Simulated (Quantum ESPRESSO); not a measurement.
Kohn-Sham bands of SiO2 (P2₁)

```yaml
crystal:
  lattice:
    - [4.93078, 0.00000, 0.00000]
    - [0.00000, 8.17971, 0.00000]
    - [-2.37805, 0.00000, 4.40403]
  atoms:
    - { symbol: Si, position: [0.58146, 0.93778, 0.34949] }
    - { symbol: Si, position: [0.41854, 0.43778, 0.65051] }
    - { symbol: Si, position: [0.74575, 0.56366, 0.30622] }
    - { symbol: Si, position: [0.25425, 0.06366, 0.69378] }
    - { symbol: O, position: [0.45118, 0.94627, 0.59022] }
    - { symbol: O, position: [0.54882, 0.44627, 0.40978] }
    - { symbol: O, position: [0.65078, 0.75069, 0.30944] }
    - { symbol: O, position: [0.34922, 0.25069, 0.69056] }
    - { symbol: O, position: [0.10911, 0.54542, 0.53410] }
    - { symbol: O, position: [0.89089, 0.04542, 0.46590] }
    - { symbol: O, position: [0.67750, 0.51129, 0.96944] }
    - { symbol: O, position: [0.32250, 0.01129, 0.03056] }
```

Structure: Materials Project mp-972808, symmetrised, not relaxed again. Not found in the COD (Crystallography Open Database) copy used, which has the formula in other groups; not checked further. Computed values, not measurements, from PBEsol: Quantum ESPRESSO (norm-conserving PseudoDojo potentials, cutoff 68 Ry, no spin polarisation, no spin-orbit coupling) on a Γ-centred 4×4×4 mesh, then Wannier90. Density: 8×4×8 mesh, cold smearing 0.01 Ry.

Problem. List the Kohn-Sham levels between −8 and 8.7 eV relative to the valence-band maximum at the high-symmetry points, as a band run of pw.x on that density gives them (levels within 2 meV counted together).

Solution. 
| point | k (reciprocal lattice) | levels (eV) |
|---|---|---|
| Γ | 0.000 0.000 0.000 | -6.57, -5.81, -5.68, -5.53, -5.50, -5.26, -2.99, -2.71, -2.49, -2.37, -2.26, -1.87, -1.82, -1.76, -1.74, -1.70, -1.31, -0.73, -0.58, -0.35, -0.14, 0.00, 5.74, 8.01, 8.70 |
| Z | 0.000 0.500 0.000 | -6.10 (×2), -5.62 (×2), -5.38 (×2), -2.69 (×2), -2.40 (×2), -2.28 (×2), -1.81 (×2), -1.75 (×2), -0.88 (×2), -0.37 (×2), -0.26 (×2), 6.60 (×2) |
| D | 0.000 0.500 0.500 | -6.54 (×2), -5.37 (×2), -5.20 (×2), -2.97 (×2), -2.51 (×2), -2.41 (×2), -1.92 (×2), -1.86 (×2), -1.09 (×2), -0.66 (×2), -0.35 (×2), 8.33 (×2) |
| B | 0.000 0.000 0.500 | -7.54, -7.26, -6.21, -5.42, -5.41, -5.15, -5.13, -3.12, -2.77, -2.69, -2.52, -2.46, -2.34, -2.09, -1.88, -1.76, -1.52, -1.30, -0.97, -0.84, -0.74, -0.55, 0.00, 7.98, 8.40 |
| A | -0.500 0.000 0.500 | -7.63, -7.40, -6.26, -5.47, -5.36, -5.05, -5.03, -3.10, -3.03, -2.80, -2.70, -2.37, -2.36, -1.83, -1.71, -1.64, -1.22, -1.20, -1.03, -0.77, -0.62, -0.50, -0.05, 8.12, 8.31 |
| E | -0.500 0.500 0.500 | -6.66 (×2), -5.30 (×2), -5.14 (×2), -3.06 (×2), -2.73 (×2), -2.32 (×2), -1.94 (×2), -1.49 (×2), -0.95 (×2), -0.64 (×2), -0.34 (×2), 8.39 (×2) |
| C_2 | -0.500 0.500 0.000 | -6.71 (×2), -5.38 (×2), -5.15 (×2), -3.01 (×2), -2.76 (×2), -2.22 (×2), -1.97 (×2), -1.49 (×2), -0.95 (×2), -0.60 (×2), -0.48 (×2), 8.37 (×2) |
| Y_2 | -0.500 0.000 0.000 | -7.65, -7.32, -6.37, -5.56, -5.43, -5.06, -5.04, -3.07, -2.99, -2.84, -2.70, -2.32, -2.23, -1.74, -1.73, -1.68, -1.31, -1.18, -1.06, -0.69, -0.67, -0.49, -0.23, 8.07, 8.30 |
